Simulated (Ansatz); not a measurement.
# Mg3Cd2Se5 (I4/mmm) at 2 levels of theory

One geometry, relaxed with PBE; plane waves with PAW potentials in Ansatz, scalar-relativistic. No spin polarisation. Gaps are the least over mesh and band path; pressure is positive in compression.

```
Mg Cd Se
1.0
    -1.98246    1.98246   14.04732
     1.98246   -1.98246   14.04732
     1.98246    1.98246  -14.04732
Mg Cd Se
3 2 5
Direct
  0.59734 0.59734 0.00000
  0.40266 0.40266 0.00000
  0.00000 0.00000 0.00000
  0.19901 0.19901 0.00000
  0.80099 0.80099 0.00000
  0.69718 0.69718 0.00000
  0.30282 0.30282 0.00000
  0.90299 0.90299 0.00000
  0.50000 0.50000 0.00000
  0.09701 0.09701 0.00000
```

```
level  cutoff (eV)    k mesh  gap (eV)  pressure (GPa)
  PBE          420  12×12×12      0.31             0.0
```

**Question.** What comes out on the same cell with PBEsol?

**Answer.**
| level | cutoff (eV) | k mesh | gap (eV) | pressure (GPa) |
| --- | --- | --- | --- | --- |
| PBEsol | 420 | 12×12×12 | 0.23 | -2.6 |

It was reached by relaxing an invented guess, and it needn't be the stable form of this composition.
